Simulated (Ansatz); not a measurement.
# Si3N4: computed property card

Si₃N₄:
```
Si3N4
1.0
    7.57356     0.00000     0.00000
   -3.78678     6.55890     0.00000
    0.00000     0.00000     2.89149
Si N
6 8
Direct
  0.17384   0.76746   0.25000
  0.40637   0.17384   0.75000
  0.23254   0.40637   0.25000
  0.82616   0.23254   0.75000
  0.59363   0.82616   0.25000
  0.76746   0.59363   0.75000
  0.33333   0.66667   0.25000
  0.66667   0.33333   0.75000
  0.33013   0.02951   0.25000
  0.30061   0.33013   0.75000
  0.97049   0.30061   0.25000
  0.66987   0.97049   0.75000
  0.69939   0.66987   0.25000
  0.02951   0.69939   0.75000
```

Space group P6_3/m (No. 176); conventional cell a = b = 7.5736 Å, c = 2.8915 Å, α = β = 90.00°, γ = 120.00°.

Method: the program Ansatz at the LDA level (PAW). The cell and atoms are relaxed at this level. Other levels are named where they apply.

**Cell and energy**

- Volume per atom: 10.26 Å³
- Density: 3.24 g/cm³
- Formation energy from the elements (no fitted shifts): -1.41 eV/atom

**Electronic structure**

- Band gap: 4.22 eV (indirect)
- Valence-band maximum: on the Γ–A line, 33 % of the way from Γ
- Conduction-band minimum: at Γ
- Smallest direct gap on the standard path: 4.43 eV
- Electron effective mass: 0.22, 1.4, 1.4 mₑ (principal values)
- Hole effective mass: 0.81, 0.81, 1.8 mₑ (principal values)

**Mechanics**

* **Bulk modulus (Birch–Murnaghan fit)**: 252 GPa
* **Pressure derivative B′**: 3.7
* **Elastic constants (relaxed ions, GPa)**: C11 = 423, C12 = 200, C13 = 119, C33 = 553, C44 = 99.1
* **Mechanical stability**: stable (all eigenvalues of C positive)
* **Hill bulk and shear moduli**: 252 and 121 GPa
* **Young's modulus**: 314 GPa
* **Poisson's ratio**: 0.29
* **Debye temperature from the elastic constants**: 935 K

**Dielectric response**

- Electronic dielectric constant ε∞ (DFPT): 4.24 (xx = yy), 4.31 (zz)
- Static dielectric constant ε0 (ions relaxed, cell fixed): 8.16 (xx = yy), 8.13 (zz)
- Born charges (a third of the trace): Si +3.37, N -2.55 to -2.52 e

**Phonons**

Highest zone-centre frequency (without LO–TO term): 1058 cm⁻¹
Zone-centre stability: no imaginary mode at Γ
Dynamical stability on the path: stable (no imaginary branch)
Zero-point energy: 114.7 meV/atom
Vibrational entropy at 300 K: 9.1 J/(K·mol of atoms)

The cell was relaxed with LDA under the symmetry of its start. The references are the lowest solids computed at this level, not always the standard phases (solids in place of the gases).

Potentials: the later of the program's two PAW sets.
